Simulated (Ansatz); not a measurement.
FeCo (CsCl type)

```xyz
2
Lattice="2.8451 0.0000 0.0000 0.0000 2.8451 0.0000 0.0000 0.0000 2.8451" Properties=species:S:1:pos:R:3 pbc="T T T"
Fe     0.0000     0.0000     0.0000
Co     1.4225     1.4225     1.4225
```

The slice is a {210} plane (indices of the conventional cell) through the point (0.500, 0.500, 0.500) (fractional), spanned by u = [100] and v = [021] in vectors of this cell: u (2.85 Å) and v (6.36 Å, at 90° to u). It covers one period; positions are fractions (u, v).

All values below come from PBE (plane waves to 420 eV, PAW, scalar-relativistic; Ansatz, an electronic-structure program). k mesh 16×16×16. These are valence fields of a PAW run, semicore shells included where kept as valence: close to a nucleus they are smooth pseudo fields. FeCo was relaxed with its symmetry unable to fall. Relaxed FeCo ends ferromagnetic. Other magnetic orders were not checked, so this need not be the ground state.

Question: Sketch the ELF of the down spins on this plane as a map.

Answer: 
| v \ u | 0.00 | 0.22 | 0.44 | 0.67 | 0.89 |
|---|---|---|---|---|---|
| 0.90 | 0.32 | 0.19 | 0.47 | 0.30 | 0.27 |
| 0.80 | 0.41 | 0.33 | 0.09 | 0.14 | 0.43 |
| 0.70 | 0.47 | 0.15 | 0.37 | 0.20 | 0.39 |
| 0.60 | 0.41 | 0.33 | 0.09 | 0.14 | 0.43 |
| 0.50 | 0.49 | 0.52 | 0.41 | 0.48 | 0.51 |
| 0.40 | 0.41 | 0.33 | 0.09 | 0.14 | 0.43 |
| 0.30 | 0.47 | 0.15 | 0.37 | 0.20 | 0.39 |
| 0.20 | 0.41 | 0.33 | 0.09 | 0.14 | 0.43 |
| 0.10 | 0.32 | 0.19 | 0.47 | 0.30 | 0.27 |
| 0.00 | x | 0.25 | 0.40 | 0.07 | x |

Values: ELF of the down spins. Points within 0.5 Å of a nucleus are blanked (x), as the pseudised field means little there.
